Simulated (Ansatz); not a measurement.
Input:

Starting cell, Ir (fcc, Cu type):

```yaml
crystal:
  lattice:
    - [3.83029, 0.00000, 0.00000]
    - [0.00000, 3.83029, 0.00000]
    - [0.00000, 0.00000, 3.83029]
  atoms:
    - { symbol: Ir, position: [0.00000, 0.00000, 0.00000] }
    - { symbol: Ir, position: [0.50000, 0.50000, 0.00000] }
    - { symbol: Ir, position: [0.50000, 0.00000, 0.50000] }
    - { symbol: Ir, position: [0.00000, 0.50000, 0.50000] }
```

Scan: atom 3 (Ir, nearest neighbour Ir at 2.708 Å; its periodic images, 3.8 Å or more away, move with it) is displaced along Cartesian x, direction (1.000, 0.000, 0.000) in Cartesian axes, by s. The other atoms stay.

Method: PBEsol (plane waves to 420 eV, PAW, scalar-relativistic; Ansatz, a first-principles code). k mesh 10×10×10 (Γ-centred), Fermi-Dirac smearing 0.05 eV. Energies are smeared free energies. With partly filled bands, energies and forces of such displacements shift with the k mesh and the smearing. Ir is run without spin polarisation. Ir was relaxed with its symmetry unable to fall. Spin-orbit coupling is left out, though Ir is heavy. The PAW data are Ansatz's earlier set. ΔE is measured from the undisplaced structure.

The scan covers s from -0.540 to 0.540 Å in 11 points.

Task: Is the energy the same for equal positive and negative displacements?

Result: Even: the same for both signs. With its periodic images moving along, the atom's site symmetry in this cell is m-3m.

Task: What force acts on the atom along the line at s = -0.540 Å?

Result: 10.4 eV/Å.

Task: What is the force constant k = d²E/ds² of this move at s = 0?

Result: 14.7 eV/Å².

(For displaced atoms, the force is minus the slope of the energy, and its curvature is a force constant, which sets phonon frequencies.)
